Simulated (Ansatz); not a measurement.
Geometry optimisation in Ansatz: input, command and trajectory.

```yaml
crystal:
  lattice:
    - [-1.7723126184, 1.7723126184, 1.7723126184]
    - [1.7723126184, -1.7723126184, 1.7723126184]
    - [1.7723126184, 1.7723126184, -1.7723126184]
  atoms:
    - { symbol: Hf, position: [0.0, 0.0, 0.0] }
basis:
  ecutwfc: 420
kpoints:
  mp_grid: { grid: [16, 16, 16] }
hamiltonian:
  xc: pbesol
scf:
  occupations: { method: gaussian, width: 0.1 }
output:
  forces: true
  stress: true
  eigenvalues: true
relax:
  adjacent_minimum: "off"
  f_tol: 0.005
  max_steps: 50
  cell: { stress_tol: 0.05 }
```

```bash
ansatz run input.yaml --threads 1 --pin off --max-ram 2560MiB --backend cpu --events-out ev --progress --plain --runs-dir out
```

All numbers below come from Ansatz, DFT PBEsol, scalar-relativistic, plane waves, PAW.

Of 5 frames 5 are shown, positions in Å and forces in eV/Å; the SCF threshold varies from step to step. Steps run on the plane waves of an earlier cell, with a Pulay correction in the pressure. The basis is chosen afresh for the last frame, the zero of the energies, and at times for earlier ones too; energy and pressure step there, also at an unchanged geometry. The mark taken_back stands on steps that the optimiser undid.

```xyz
1
Lattice="-1.7723 1.7723 1.7723 1.7723 -1.7723 1.7723 1.7723 1.7723 -1.7723" Properties=species:S:1:pos:R:3:forces:R:3 pbc="T T T" step=1 free_energy_over_end_meV_per_atom=14.87 pressure_GPa=-4.60
Hf    0.0000    0.0000    0.0000    0.0000    0.0000    0.0000
1
Lattice="-1.7166 1.7166 1.7166 1.7166 -1.7166 1.7166 1.7166 1.7166 -1.7166" Properties=species:S:1:pos:R:3:forces:R:3 pbc="T T T" step=2 free_energy_over_end_meV_per_atom=17.54 pressure_GPa=5.78 taken_back
Hf    0.0000    0.0000    0.0000    0.0000    0.0000    0.0000
1
Lattice="-1.7467 1.7467 1.7467 1.7467 -1.7467 1.7467 1.7467 1.7467 -1.7467" Properties=species:S:1:pos:R:3:forces:R:3 pbc="T T T" step=3 free_energy_over_end_meV_per_atom=-0.17 pressure_GPa=-0.26
Hf    0.0000    0.0000    0.0000    0.0000    0.0000    0.0000
1
Lattice="-1.7453 1.7453 1.7453 1.7453 -1.7453 1.7453 1.7453 1.7453 -1.7453" Properties=species:S:1:pos:R:3:forces:R:3 pbc="T T T" step=4 free_energy_over_end_meV_per_atom=-0.22 pressure_GPa=0.01
Hf    0.0000    0.0000    0.0000    0.0000    0.0000    0.0000
1
Lattice="-1.7453 1.7453 1.7453 1.7453 -1.7453 1.7453 1.7453 1.7453 -1.7453" Properties=species:S:1:pos:R:3:forces:R:3 pbc="T T T" step=5 free_energy_over_end_meV_per_atom=0.00 pressure_GPa=0.01
Hf    0.0000    0.0000    0.0000    0.0000    0.0000    0.0000
```

The run took 20 s on 1 thread of Arm Neoverse V1, with other jobs on the host, peak memory 0.35 GiB.

Spin–orbit coupling is left out, which can shift energies with elements as heavy as these.